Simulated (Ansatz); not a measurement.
# AlIr: from a starting cell to a relaxed one

The start is a relaxed AlIr cell, doubled along one cell vector, shaken by Gaussian noise of σ = 0.08 Å a coordinate. A full variable-cell relaxation at zero pressure is run with PBEsol (plane waves to 420 eV, PAW, scalar-relativistic; Ansatz, a program for electronic structure). The first steps use a coarse 6×11×11 k-mesh.

The start:
```
AlIr
1.0
    5.97814     0.00000     0.00000
    0.00000     2.98907     0.00000
    0.00000     0.00000     2.98907
Ir Al
2 2
Cartesian
  1.40104   1.46303   1.48159
  4.53822   1.40423   1.41665
  0.11827  -0.09672  -0.03946
  2.99662  -0.02402  -0.06960
```

```json
{
 "initial_pressure": "+2.8 GPa (positive: the cell is compressed)",
 "energy_released": "0.07 eV/atom",
 "relative_to_the_parent": "It returns to the parent structure, Pm-3m (No. 221)",
 "Shortest distances (start → end)": "The closest pairs of elements (up to four, under 3.6 Å), start → end: Al–Ir 2.42 → 2.59 Å; Ir–Ir 2.84 → 2.99 Å; Al–Al 2.88 → 2.99 Å",
 "band_gap_at_the_end": "no gap (metallic)",
 "optimiser_moves": "6"
}
```

Final values are on a 16×16×16 k-mesh of the relaxed cell. No spin polarisation in the result.

The first start was generated by placing the elements on the sites of a structure type. Materials Project lists a structure of AlIr in the same space group, Pm-3m (No. 221); the sites were not compared with it, nor with measured phases.
